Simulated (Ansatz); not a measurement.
Input:

AlOs:
```cif
data_AlOs
_chemical_formula_sum 'Al1 Os1'
_space_group_name_H-M_alt 'P 1'
_space_group_IT_number 1
_cell_length_a 2.99689
_cell_length_b 2.99689
_cell_length_c 2.99689
_cell_angle_alpha 90.000
_cell_angle_beta 90.000
_cell_angle_gamma 90.000
loop_
_space_group_symop_operation_xyz
  'x, y, z'
loop_
_atom_site_label
_atom_site_type_symbol
_atom_site_fract_x
_atom_site_fract_y
_atom_site_fract_z
_atom_site_occupancy
Al1 Al 0.50000 0.50000 0.50000 1
Os1 Os 0.00000 0.00000 0.00000 1
```

This is the r²SCAN-relaxed structure.

Question: All from plane-wave PAW r²SCAN (Ansatz code), unless another level is named. Estimate the formation energy from the elements (no fitted shifts).

Answer: -0.45 eV/atom.

Question: And the density of states at the Fermi level?

Answer: 0.63 states/eV per atom (mean over ±0.08 eV).

Question: Predict the gap with spin–orbit coupling.

Answer: none (metallic).

Space group Pm-3m (CsCl type). The cell is a constructed one: a structure type filled with these elements; the Crystallography Open Database copy checked does not list it. Its standing as an ambient phase is unchecked. The r²SCAN relaxation kept the symmetry of its start; whether a distortion lowers the energy is not shown. No spin polarisation was allowed. The references are the lowest solids computed at this level, not always the standard phases. Scalar-relativistic: spin–orbit coupling is off unless named, which matters more the heavier the elements.

Potentials: the earlier of the program's two PAW sets.
